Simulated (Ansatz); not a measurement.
Starting cell, SiO2 (rutile):

```yaml
crystal:
  lattice:
    - [4.18520, 0.00000, 0.00000]
    - [0.00000, 4.18520, 0.00000]
    - [0.00000, 0.00000, 2.66883]
  atoms:
    - { symbol: Si, position: [0.50000, 0.50000, 0.50000] }
    - { symbol: Si, position: [0.00000, 0.00000, 0.00000] }
    - { symbol: O, position: [0.80610, 0.80610, 0.50000] }
    - { symbol: O, position: [0.30610, 0.69390, 0.00000] }
    - { symbol: O, position: [0.69390, 0.30610, 0.00000] }
    - { symbol: O, position: [0.19390, 0.19390, 0.50000] }
```

In this cell atom 5 (O, nearest neighbour Si at 1.760 Å; its periodic images, 2.7 Å or more away, move with it) is moved by s along Cartesian z, unit vector (0.000, 0.000, 1.000); all other atoms and the cell stay fixed.

Calculation: r2SCAN (plane waves to 500 eV, PAW, scalar-relativistic; Ansatz, a quantum-chemistry and plane-wave program). k mesh 7×7×10 (Γ-centred), Fermi-Dirac smearing 0.05 eV. The energy includes the smearing's −TS. SiO2 was relaxed with its symmetry unable to fall. The zero of ΔE is the undisplaced structure.

Successive frames, forces in eV/Å:

| frame | ΔE (meV/cell) | F on Si1 | F on Si2 | F on O3 | F on O4 | F on O5 | F on O6 |
|---|---|---|---|---|---|---|---|
| s = 0.424 Å | 1871 | (-4.729, 4.729, 5.211) | (-0.054, 0.054, 0.555) | (0.112, 0.090, 1.681) | (0.117, -0.117, -0.101) | (4.645, -4.645, -9.028) | (-0.090, -0.112, 1.681) |
| s = 0.318 Å | 1042 | (-2.511, 2.511, 3.620) | (-0.041, 0.041, 0.442) | (0.059, 0.041, 1.323) | (0.045, -0.045, -0.075) | (2.488, -2.488, -6.633) | (-0.041, -0.059, 1.323) |
| s = 0.212 Å | 460 | (-1.067, 1.067, 2.278) | (-0.022, 0.022, 0.309) | (0.025, 0.014, 0.912) | (0.013, -0.013, -0.048) | (1.065, -1.065, -4.363) | (-0.014, -0.025, 0.912) |

### Question
What are the energy and the forces in the next frame, s = 0.106 Å?

### Answer
ΔE (meV/cell) = 115.

| atom | Fx | Fy | Fz |
|---|---|---|---|
| Si1 | -0.259 | 0.259 | 1.100 |
| Si2 | -0.006 | 0.006 | 0.159 |
| O3 | 0.006 | 0.003 | 0.465 |
| O4 | 0.002 | -0.002 | -0.023 |
| O5 | 0.260 | -0.260 | -2.167 |
| O6 | -0.003 | -0.006 | 0.465 |

(For displaced atoms, the force is minus the slope of the energy, and its curvature is a force constant, which sets phonon frequencies.)
